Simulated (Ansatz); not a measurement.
Formation energies in the Co–Ti system, lowest calculated structure of each composition. Computed with PBEsol (plane waves to 420 eV, PAW, scalar-relativistic; Ansatz, a program for electronic structure). Element references, the lowest calculated here: Co (P6₃/mmc, ferromagnetic), Ti (P6₃/mmc).

```tsv
phase	x(Ti)	space group	E_f (eV/atom)	above hull (eV/atom)
Co	0.000	P6₃/mmc	0.00	0.00
TiCo3	0.250	I4/mmm	-0.22	0.00
TiCo	0.500	Pm-3m	-0.41	0.00
Ti	1.000	P6₃/mmc	0.00	0.00
```

For TiCo3 a lower structure may exist, so the energies are upper bounds and are not judged. On the hull: TiCo.

This is the hull of the energies calculated here, no anion corrections; phases that were not calculated are missing from it. Values are rounded to 0.01 eV/atom. Not shown to be the ambient phase of their composition (a lower form may be missing, and a cell relaxed within its start's symmetry can be a saddle point): TiCo3 (I4/mmm). Spin states reached: ferromagnetic, ferrimagnetic; spin orders were not searched systematically.
